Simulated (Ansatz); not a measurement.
Al$_{2}$Os (cubic Laves (MgCu2 type), Fd-3m), PBE in the plane-wave PAW code Ansatz, all energies at zero smearing, with the estimated change up to a 700 eV cutoff added, with one set of potentials and settings (totals compare only within such a set). Cell of 6 atoms (4 Al, 2 Os): -24920.543 eV.

| element | reference phase | E (eV/atom) |
|---|---|---|
| Al | Fm-3m, 1 atoms in the cell | -537.5055 |
| Os | P6_3/mmc, 2 atoms in the cell | -11385.9219 |

Formation energy per atom, worked out: (-24920.543 − 4×(-537.5055) − 2×(-11385.9219))/6 = 0.220 eV/atom (21 kJ per mol of atoms), at 0 K, without zero-point energy or fitted corrections.

A made-up cell: these elements were put on the sites of a structure type; neither database checked (COD, Materials Project) lists it. Its standing as an ambient phase is unchecked. The PBE relaxation kept the symmetry of its start; its stability against distortions is not shown here. No spin polarisation was allowed. The references are the lowest solids computed at this level, not always the standard phases. Spin–orbit coupling is left out wherever it is not named.

Potentials: the earlier of the program's two PAW sets.
